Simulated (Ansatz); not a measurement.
CoMoP:
```yaml
crystal:
  lattice:
    - [5.77503, 0.00000, 0.00000]
    - [0.00000, 3.71607, 0.00000]
    - [0.00000, 0.00000, 6.66993]
  atoms:
    - { symbol: Co, position: [0.13939, 0.75000, 0.93334] }
    - { symbol: Co, position: [0.86061, 0.25000, 0.06666] }
    - { symbol: Co, position: [0.36061, 0.25000, 0.43334] }
    - { symbol: Co, position: [0.63939, 0.75000, 0.56666] }
    - { symbol: Mo, position: [0.96692, 0.25000, 0.66955] }
    - { symbol: Mo, position: [0.03308, 0.75000, 0.33045] }
    - { symbol: Mo, position: [0.53308, 0.75000, 0.16955] }
    - { symbol: Mo, position: [0.46692, 0.25000, 0.83045] }
    - { symbol: P, position: [0.23309, 0.25000, 0.11954] }
    - { symbol: P, position: [0.76691, 0.75000, 0.88046] }
    - { symbol: P, position: [0.26691, 0.75000, 0.61954] }
    - { symbol: P, position: [0.73309, 0.25000, 0.38046] }
```

Relaxed with r²SCAN.

Problem. Which orbitals make up the states near the Fermi level in r²SCAN (plane waves, PAW; program Ansatz)?

Solution. Within 0.5 eV of the Fermi level: Mo 4d 52 %, Co 3d 39 %. Projections are on Löwdin-orthogonalised atomic valence shells; empty p or d shells of many metals are not among them.

Problem. Tabulate the density of states.

Solution. States/eV per cell of 12 atoms, in 0.25 eV bins, energy from the Fermi level.

| E (eV) | total | Co 3d | Mo 4d | P 3p |
|---|---|---|---|---|
| -7.85 | 6.63 | 0.49 | 1.48 | 3.21 |
| -7.60 | 4.75 | 0.44 | 0.96 | 2.34 |
| -7.35 | 6.02 | 0.70 | 1.12 | 2.98 |
| -7.10 | 4.53 | 0.61 | 0.90 | 2.20 |
| -6.85 | 3.56 | 0.53 | 0.78 | 1.70 |
| -6.60 | 3.13 | 0.48 | 0.72 | 1.52 |
| -6.35 | 7.15 | 1.15 | 1.96 | 3.44 |
| -6.10 | 9.56 | 1.65 | 2.44 | 4.76 |
| -5.85 | 8.77 | 1.77 | 2.11 | 4.39 |
| -5.60 | 9.17 | 1.81 | 2.19 | 4.67 |
| -5.35 | 12.69 | 3.03 | 2.85 | 6.26 |
| -5.10 | 10.22 | 2.73 | 2.04 | 4.99 |
| -4.85 | 3.84 | 0.94 | 0.90 | 1.75 |
| -4.60 | 1.02 | 0.23 | 0.20 | 0.51 |
| -4.35 | 0.26 | 0.06 | 0.06 | 0.12 |
| -4.10 | 1.25 | 0.41 | 0.52 | 0.21 |
| -3.85 | 9.76 | 3.36 | 4.89 | 0.68 |
| -3.60 | 17.20 | 8.38 | 6.77 | 0.78 |
| -3.35 | 15.00 | 8.26 | 5.05 | 0.59 |
| -3.10 | 10.11 | 5.40 | 3.36 | 0.50 |
| -2.85 | 11.05 | 6.34 | 3.19 | 0.71 |
| -2.60 | 18.01 | 12.18 | 4.04 | 0.75 |
| -2.35 | 10.99 | 7.08 | 2.81 | 0.46 |
| -2.10 | 13.90 | 9.86 | 2.84 | 0.45 |
| -1.85 | 16.24 | 12.37 | 2.58 | 0.50 |
| -1.60 | 12.80 | 9.25 | 2.61 | 0.33 |
| -1.35 | 15.04 | 9.83 | 4.16 | 0.38 |
| -1.10 | 7.65 | 4.59 | 2.41 | 0.27 |
| -0.85 | 7.83 | 3.88 | 3.39 | 0.25 |
| -0.60 | 10.37 | 3.97 | 5.55 | 0.36 |
| -0.35 | 10.20 | 3.69 | 5.50 | 0.52 |
| -0.10 | 4.93 | 2.09 | 2.36 | 0.24 |
| 0.15 | 6.57 | 2.77 | 3.20 | 0.29 |
| 0.40 | 10.10 | 3.77 | 5.39 | 0.52 |
| 0.65 | 11.13 | 3.82 | 6.03 | 0.76 |
| 0.90 | 7.26 | 2.21 | 4.27 | 0.46 |
| 1.15 | 7.69 | 1.80 | 5.05 | 0.50 |
| 1.40 | 9.83 | 1.91 | 6.74 | 0.69 |
| 1.65 | 5.47 | 1.05 | 3.44 | 0.63 |
| 1.90 | 5.03 | 1.05 | 2.59 | 0.86 |
| 2.15 | 3.12 | 0.69 | 1.39 | 0.66 |
| 2.40 | 2.59 | 0.48 | 1.15 | 0.59 |
| 2.65 | 4.54 | 0.76 | 1.97 | 0.96 |
| 2.90 | 7.96 | 1.20 | 3.43 | 1.53 |
| 3.15 | 8.31 | 1.12 | 3.67 | 1.94 |
| 3.40 | 8.39 | 1.03 | 3.68 | 2.24 |
| 3.65 | 8.62 | 0.92 | 3.40 | 2.68 |
| 3.90 | 5.31 | 0.55 | 1.90 | 1.82 |
| 4.15 | 6.38 | 0.62 | 2.16 | 2.38 |
| 4.40 | 5.07 | 0.41 | 1.76 | 1.81 |
| 4.65 | 3.46 | 0.23 | 1.23 | 1.19 |

Space group Pnma. The first step of the workflow began from a Materials Project structure, measured or hypothetical; the Crystallography Open Database copy checked does not list it. Whether it is the stable phase at ambient conditions was not checked. The cell was relaxed with r²SCAN under the symmetry of its start; whether a distortion lowers the energy is not shown. No spin polarisation was allowed. Spin–orbit coupling is left out wherever it is not named.

Potentials: the later of the program's two PAW sets.
